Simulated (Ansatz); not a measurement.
**Property card for La₂HfO₂**

The calculation used DFT PBE, scalar-relativistic, plane waves, PAW (Ansatz).

Cutoff 420 eV; k points 10×10×10 on the computed 5-atom cell (Γ-centred); Gaussian smearing, width 0.10 eV; no spin polarisation.

The structure is relaxed at this level of theory with its symmetry kept, and needn't be the ground state of this composition.

Space group Cmmm (No. 65), orthorhombic, a = 3.574 Å, b = 17.776 Å, c = 3.601 Å. La has 4 O at 2.54 Å and 4 Hf at 3.41 Å; around Hf lie 2 O at 2.13 Å and 8 La at 3.41 Å; O is surrounded by 1 Hf at 2.13 Å and 4 La at 2.54 Å.

| Property | Result |
| --- | --- |
| Volume per atom | 154.4 bohr³ |
| Formation energy from the elements' standard states (uncorrected) | -2.036 eV/atom |
| Kohn–Sham band gap | none (metal) |
| Density of states at the Fermi level | 4.3 states/eV per cell |
| Orbital (Löwdin) character within 0.5 eV of the Fermi level | La 5d 49 %, Hf 5d 24 %, La 4f 9 % |
| Bader charge by site (e) | La (2 in the cell) 1.20, Hf (1 in the cell) 0.47, O (2 in the cell) -1.44 |

Spin-orbit coupling is left out, which matters for the bands of heavy elements.

The cell was found from a structure generator's guess, not taken from experiment. Löwdin shares on free-atom orbitals overweight diffuse shells.
